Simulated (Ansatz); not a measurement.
Input and command of a plane-wave DFT calculation in Ansatz:

```yaml
crystal:
  lattice:
    - [0.0, 1.9788025097, 1.9788025097]
    - [1.9788025097, 0.0, 1.9788025097]
    - [1.9788025097, 1.9788025097, 0.0]
  atoms:
    - { symbol: W, position: [0.0, 0.0, 0.0] }
basis:
  ecutwfc: 420
kpoints:
  mp_grid: { grid: [18, 18, 18] }
hamiltonian:
  xc: pbesol
scf:
  occupations: { method: gaussian, width: 0.1 }
output:
  forces: true
  stress: true
  eigenvalues: true
```

```bash
ansatz run input.yaml --threads 1 --pin off --max-ram 2560MiB --backend cpu --events-out ev --progress --plain --runs-dir out
```

Processor: Intel(R) Xeon(R) Platinum 8488C (Sapphire Rapids), 1 thread, on a host shared with other jobs.

**Question.** Estimate time, memory and problem size.

**Answer.** About 1.5 s on 1 thread of Intel(R) Xeon(R) Platinum 8488C (Sapphire Rapids), with other jobs on the host, peak memory 0.36 GiB. It solves 11 bands at 195 k points (the mesh reduced by the symmetry that the task leaves, which can be less than the crystal's) with about 307 plane waves, in 6 SCF iterations.
